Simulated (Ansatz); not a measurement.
The cell below belongs to a search over invented structures; it isn't taken from experiment.

Input and command of a plane-wave DFT calculation in Ansatz:

```yaml
crystal:
  lattice:
    - [0.0, 3.67582689, 3.67582689]
    - [3.67582689, 0.0, 3.67582689]
    - [3.67582689, 3.67582689, 0.0]
  atoms:
    - { symbol: Si, position: [0.75, 0.75, 0.75] }
    - { symbol: Ru, position: [0.10077943, 0.10077943, 0.10077943] }
    - { symbol: Ru, position: [0.10077943, 0.10077943, 0.69766172] }
    - { symbol: Ru, position: [0.10077943, 0.69766172, 0.10077943] }
    - { symbol: Ru, position: [0.69766172, 0.10077943, 0.10077943] }
    - { symbol: Ru, position: [0.5, 0.5, 0.5] }
    - { symbol: Pd, position: [0.25, 0.25, 0.25] }
basis:
  ecutwfc: 420
kpoints:
  mp_grid: { grid: [4, 4, 4] }
hamiltonian:
  xc: pbe
scf:
  occupations: { method: gaussian, width: 0.2 }
  lower_state_search: "off"
output:
  forces: true
  stress: true
  eigenvalues: true
relax:
  adjacent_minimum: "off"
  f_tol: 0.08
  max_steps: 16
  cell: { stress_tol: 0.8 }
```

```bash
ansatz run input.yaml --threads 1 --pin off --max-ram 2560MiB --backend cpu --events-out ev --progress --plain --runs-dir out
```

Processor: Intel(R) Xeon(R) Processor @ 2.50GHz (Skylake/Cascade Lake), 1 thread, on a host shared with other jobs.

Problem. How long does it run, and how much memory does it take?

Solution. About 3.3 min, peak memory 0.45 GiB. It solves 62 bands at 8 k points (after reduction by symmetry) with about 3119 plane waves (on the last cell), in 73 SCF iterations over 11 ionic steps.
